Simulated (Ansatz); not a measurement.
The following input was run with Ansatz 0.2.0.

```yaml
crystal:
  lattice:
    - [15.0, 0.0, 0.0]
    - [0.0, 15.5, 0.0]
    - [0.0, 0.0, 16.0]
  atoms:
    - { symbol: Ga, position: [0.5, 0.5, 0.5], spin: 1.0 }
  symmetry: { detect: false }
basis:
  ecutwfc: 420
kpoints:
  mp_grid: { grid: [1, 1, 1] }
hamiltonian:
  xc: pbe
scf:
  occupations: { method: gaussian, width: 0.005 }
output:
  forces: true
  eigenvalues: true
  populations: true
magnetization:
  spin_polarized: true
```

It can be run as
```bash
ansatz run input.yaml --threads 4 --pin off --backend cpu --events-out ev --progress --plain --runs-dir out  # memory cap (--max-ram) not shown
```

These are results of Ansatz 0.2.0, DFT PBE, scalar-relativistic, plane waves, PAW, not measurements.

From the run's log, abridged:

```
Pseudopotentials: kind: paw
Pseudopotential: Ga, paw, valence charge 13, recommended cutoff 420 eV (normal)
Functional definition: PBE
Crystal: 1 atom, lattice volume = 3720.000 Å³
Basis set: ecut = 420 eV, 72689 PW (Γ), exchange–correlation on 216×216×216 points (8 copies of the dense FFT grid, shifted against one another)
Bands: 11, of which v1, the nominal top of the filled ones, is band 7 counted from 1 (6 counted from 0)
Symmetry: 1 space group operations
k-points: 1
Initial density: superposition of atomic densities (neutral atoms: chi_scale 0, normalization atom)
Starting moments: Σ|m| = 1 μB on 1 of 1 site
Initial wavefunctions: pseudopotential atomic-orbital guess
Functional: x = pbe(κ = 0.804, μ = 0.21951497), c = pbe(β = 0.06672455)
SCF iter   1: F=—  HF=-3780.045932 eV  |F-HF|=—  |Δ(HF+E_count)|=         —  Δρ=7.62e-3 (↑7.62e-3 ↓7.53e-3) dr2=2.27e-4  dr2_m=1.96e0  M=1.000 μB ∫|m|=1.000 μB  β_m=0.30  ethr=1.87e-6  ⟨swp⟩=5.5  Hψ=214  notcnv=0
spin=Collinear: Resta preconditioning applied to the charge; magnetization (m = ρ↑ − ρ↓) channel mixes plain (no charge-response kernel on spin).
SCF iter   2: F=—  HF=-3780.171395 eV  |F-HF|=—  |Δ(HF+E_count)|=   1.25e-1  Δρ=5.40e-3 (↑5.40e-3 ↓5.35e-3) dr2=1.36e-3  dr2_m=9.86e-1  M=1.000 μB ∫|m|=1.000 μB  β_m=0.30  ethr=1.74e-6  ⟨swp⟩=6.5  Hψ=64  notcnv=0
spin-set hold released at iteration 2 (site moments show no strong build): the magnetisation degrees of freedom join the quasi-Newton model from the next iteration; the mixer history was kept
SCF iter   3: F=—  HF=-3780.237321 eV  |F-HF|=—  |Δ(HF+E_count)|=   6.59e-2  Δρ=3.98e-3 (↑3.98e-3 ↓3.80e-3) dr2=9.02e-2  dr2_m=5.06e-1  M=1.000 μB ∫|m|=1.000 μB  β_m=0.05  ethr=1.74e-6  ⟨swp⟩=5.5  Hψ=57  notcnv=0
SCF iter   4: F=—  HF=-3780.255367 eV  |F-HF|=—  |Δ(HF+E_count)|=   1.80e-2  Δρ=3.20e-3 (↑3.20e-3 ↓3.18e-3) dr2=1.51e-3  dr2_m=3.47e-1  M=1.000 μB ∫|m|=1.000 μB  β_m=0.46  ethr=1.74e-6  ⟨swp⟩=5.0  Hψ=57  notcnv=0
SCF iter   5: F=—  HF=-3780.306724 eV  |F-HF|=—  |Δ(HF+E_count)|=   5.14e-2  Δρ=1.97e-3 (↑1.97e-3 ↓9.30e-4) dr2=2.31e-1  dr2_m=5.57e-2  M=1.000 μB ∫|m|=1.003 μB  β_m=0.40  ethr=1.74e-6  ⟨swp⟩=7.0  Hψ=71  notcnv=0
SCF iter   6: F=—  HF=-3780.304958 eV  |F-HF|=—  |Δ(HF+E_count)|=   1.77e-3  Δρ=3.41e-4 (↑3.41e-4 ↓4.15e-5) dr2=8.78e-3  dr2_m=1.05e-3  M=1.000 μB ∫|m|=1.005 μB  β_m=0.70  ethr=1.74e-6  ⟨swp⟩=7.5  Hψ=67  notcnv=0
SCF iter   7: F=—  HF=-3780.305366 eV  |F-HF|=—  |Δ(HF+E_count)|=   4.08e-4  Δρ=6.15e-4 (↑6.15e-4 ↓1.20e-5) dr2=2.93e-2  dr2_m=3.25e-3  M=1.000 μB ∫|m|=1.005 μB  β_m=0.85  ethr=1.74e-6  ⟨swp⟩=5.5  Hψ=53  notcnv=0  defer=1  recentre
SCF iter   8: F=—  HF=-3780.306951 eV  |F-HF|=—  |Δ(HF+E_count)|=   1.59e-3  Δρ=1.13e-3 (↑1.13e-3 ↓7.94e-6) dr2=9.85e-2  dr2_m=1.10e-2  M=1.000 μB ∫|m|=1.005 μB  β_m=0.65  ethr=1.74e-6  ⟨swp⟩=5.5  Hψ=40  notcnv=0  defer=1
SCF iter   9: F=—  HF=-3780.307388 eV  |F-HF|=—  |Δ(HF+E_count)|=   4.37e-4  Δρ=1.39e-3 (↑1.39e-3 ↓1.04e-5) dr2=1.50e-1  dr2_m=1.67e-2  M=1.000 μB ∫|m|=1.006 μB  β_m=0.36  ethr=1.74e-6  ⟨swp⟩=4.0  Hψ=41  notcnv=0  defer=1
SCF iter  10: F=—  HF=-3780.305373 eV  |F-HF|=—  |Δ(HF+E_count)|=   2.02e-3  Δρ=5.89e-4 (↑5.89e-4 ↓4.78e-6) dr2=2.69e-2  dr2_m=2.99e-3  M=1.000 μB ∫|m|=1.005 μB  β_m=0.68  ethr=1.74e-6  ⟨swp⟩=3.0  Hψ=33  notcnv=0  defer=1
   ...
SCF iter  19: F=—  HF=-3780.396472 eV  |F-HF|=—  |Δ(HF+E_count)|=   8.67e-7  Δρ=2.06e-6 (↑2.06e-6 ↓3.67e-7) dr2=2.99e-7  dr2_m=3.74e-8  M=1.000 μB ∫|m|=1.024 μB  β_m=0.06  ethr=5.14e-10  ⟨swp⟩=4.0  Hψ=74  notcnv=0
SCF iter  20: F=—  HF=-3780.396472 eV  |F-HF|=—  |Δ(HF+E_count)|=   8.19e-7  Δρ=5.76e-6 (↑5.76e-6 ↓6.41e-7) dr2=2.40e-6  dr2_m=3.06e-7  M=1.000 μB ∫|m|=1.024 μB  β_m=0.33  ethr=5.14e-10  ⟨swp⟩=3.5  Hψ=60  notcnv=0  recentre
SCF iter  21: F=—  HF=-3780.396473 eV  |F-HF|=—  |Δ(HF+E_count)|=   3.42e-7  Δρ=5.21e-6 (↑5.21e-6 ↓5.61e-7) dr2=1.95e-6  dr2_m=2.48e-7  M=1.000 μB ∫|m|=1.024 μB  β_m=0.67  ethr=5.14e-10  ⟨swp⟩=2.5  Hψ=36  notcnv=0
SCF iter  22: F=—  HF=-3780.396472 eV  |F-HF|=—  |Δ(HF+E_count)|=   6.93e-7  Δρ=1.07e-6 (↑1.07e-6 ↓2.21e-7) dr2=6.38e-8  dr2_m=1.27e-8  M=1.000 μB ∫|m|=1.024 μB  β_m=0.71  ethr=5.14e-10  ⟨swp⟩=6.0  Hψ=139  notcnv=0
SCF iter  23: F=—  HF=-3780.396475 eV  |F-HF|=—  |Δ(HF+E_count)|=   2.48e-6  Δρ=1.07e-6 (↑1.07e-6 ↓3.19e-7) dr2=8.67e-8  dr2_m=1.03e-8  M=1.000 μB ∫|m|=1.024 μB  β_m=0.64  ethr=4.91e-10  ⟨swp⟩=13.0  Hψ=145  notcnv=0
SCF iter  24: F=—  HF=-3780.396475 eV  |F-HF|=—  |Δ(HF+E_count)|=   8.69e-7  Δρ=3.59e-6 (↑3.59e-6 ↓1.50e-7) dr2=9.79e-7  dr2_m=1.15e-7  M=1.000 μB ∫|m|=1.024 μB  β_m=0.74  ethr=4.91e-10  ⟨swp⟩=13.0  Hψ=145  notcnv=0  recentre
SCF iter  25: F=—  HF=-3780.396476 eV  |F-HF|=—  |Δ(HF+E_count)|=   4.70e-7  Δρ=5.45e-7 (↑5.45e-7 ↓5.44e-8) dr2=2.64e-8  dr2_m=2.18e-9  M=1.000 μB ∫|m|=1.024 μB  β_m=0.88  ethr=4.91e-10  ⟨swp⟩=5.0  Hψ=107  notcnv=0
SCF iter  26: F=—  HF=-3780.396476 eV  |F-HF|=—  |Δ(HF+E_count)|=   5.27e-8  Δρ=2.66e-6 (↑2.66e-6 ↓5.77e-8) dr2=5.51e-7  dr2_m=6.10e-8  M=1.000 μB ∫|m|=1.024 μB  β_m=0.66  ethr=2.03e-10  ⟨swp⟩=11.5  Hψ=135  notcnv=0  recentre
SCF iter  27: F=—  HF=-3780.396476 eV  |F-HF|=—  |Δ(HF+E_count)|=   1.81e-7  Δρ=1.11e-6 (↑1.11e-6 ↓1.97e-8) dr2=9.41e-8  dr2_m=1.07e-8  M=1.000 μB ∫|m|=1.024 μB  β_m=0.75  ethr=2.03e-10  ⟨swp⟩=3.5  Hψ=93  notcnv=0
SCF iter  28: F=-3780.396476 eV  HF=-3780.396476 eV  |F-HF|=8.97e-10  |Δ(HF+E_count)|=   4.82e-8  Δρ=1.40e-7 (↑1.40e-7 ↓9.68e-9) dr2=1.50e-9  dr2_m=1.72e-10  M=1.000 μB ∫|m|=1.024 μB  ethr=2.03e-10  ⟨swp⟩=7.5  Hψ=106  notcnv=0
SCF 2 converged in 28 iterations: F = -3780.396476 eV  dr2 = 1.50e-9
iteration 28: the least curvature of the free energy that was read at this close is 0.005 (0.287 in the run's own bands): near zero (its residual is 0.000), and the free energy falls along no way that was tried (none was if the reading's last walks met no value under 0.05)
The result is that of the SCF that stage 1 started: 0.091 eV lower in free energy than the state whose close was followed first; 23 iterations were spent on what was left
SCF converged after 28 iterations
Magnetization: 1.0000 μB (7.0000 up, 6.0000 down)
Absolute magnetization: 1.0297 μB (∫|ρ↑−ρ↓|, with the PAW one-centre terms)
Spin contamination: 0.0021 ħ² per cell (⟨S²⟩ above its minimum at these occupations)
Per-site moments (μB) at R_I (Å): [(0.99984095, 6.1875)]
Free energy (F): -3780.396476 eV
Harris-Foulkes:  -3780.396476 eV  (|F-HF|=8.97e-10)
Internal energy: -3780.396476 eV  (E = F + TS)
E sigma→0 (E₀):  -3780.396476 eV
Fermi energy:    -2.728076 eV
--- Per-component energies (eV) ---
  E_band       = -210.426331
  E_kinetic    = 111.938307
  E_local      = -3792.717750  (includes V_loc(G=0)·N_el)
  E_nonlocal   = 419.661719
  E_hartree    = 1752.433452
  E_xc         = -67.256894
  E_vxc        = -54.733615  (∫ρ·V_xc dr)
  E_paw        = -1981.882176  (= ΣΔE_a)
  E_vpaw       = -399.441952  (= ΣTr[D̂ρ^β])
  E_aug_tail   = -0.000113  (compensation charges beyond the density's cutoff)
  E_ewald      = -222.573021
  E_smearing   =  0.000000  (= −TS)
--- Forces (eV/Å), atoms counted from 1 ---
  atom   1  Ga     0.00000108    -0.00000002     0.00000022
--- Band table (eV) ---
  k-point 0 ↑: bands = ["-19.1478", "-19.1478", "-18.9768", "-18.9768", "-18.9121", "-9.0481", "-2.8604", "-2.5958", "-2.5957", "-0.4296", "0.3123"]
  k-point 0 ↓: bands = ["-19.1470", "-19.1470", "-18.8908", "-18.8908", "-18.8106", "-8.4706", "-2.2624", "-2.2623", "-1.5752", "-0.0418", "0.5270"]
--- Löwdin populations: 1 site ---
  site symbol q [e]    m [muB]
     0     Ga     12.9964     0.9986
  spilling = 0.000276 (of n_electrons = 13.000000)
```

The calculation finished and met its thresholds.